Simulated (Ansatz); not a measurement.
WO3:
```xyz
12
Lattice="7.3893 0.0000 0.0000 -3.6947 6.3993 0.0000 0.0000 0.0000 3.7995" Properties=species:S:1:pos:R:3 pbc="T T T"
W      1.8473     3.1997     0.0000
W     -1.8473     3.1997     0.0000
W      3.6947     0.0000     0.0000
O      0.0000     2.7461     0.0000
O      3.6947     3.6532     0.0000
O      5.0111     1.3731     0.0000
O     -1.3165     5.0263     0.0000
O      1.3165     5.0263     0.0000
O      2.3782     1.3731     0.0000
O     -1.8473     3.1997     1.8998
O      3.6947     0.0000     1.8998
O      1.8473     3.1997     1.8998
```

Relaxed with PBEsol.

Q: Give the Bader charges and basin volumes of the independent atoms, the program Ansatz at the PBEsol level (PAW).

A: 

```
atom  Bader charge (e)  Bader volume (Å³)
----  ----------------  -----------------
W1               +3.06                9.0
O4               -1.02               14.5
O10              -1.03               14.4
```

Space group P6/mmm. The first step of the workflow began from a Materials Project structure, measured or hypothetical; the Crystallography Open Database files this formula in space group No. 191, but the cells were not matched. Whether it is the stable phase at ambient conditions was not checked. The PBEsol relaxation kept the symmetry of its start; whether a distortion lowers the energy is not shown. No spin polarisation was allowed. No Hubbard U is applied. Scalar-relativistic: spin–orbit coupling is off unless named, which matters more the heavier the elements.

Potentials: the later of the program's two PAW sets.
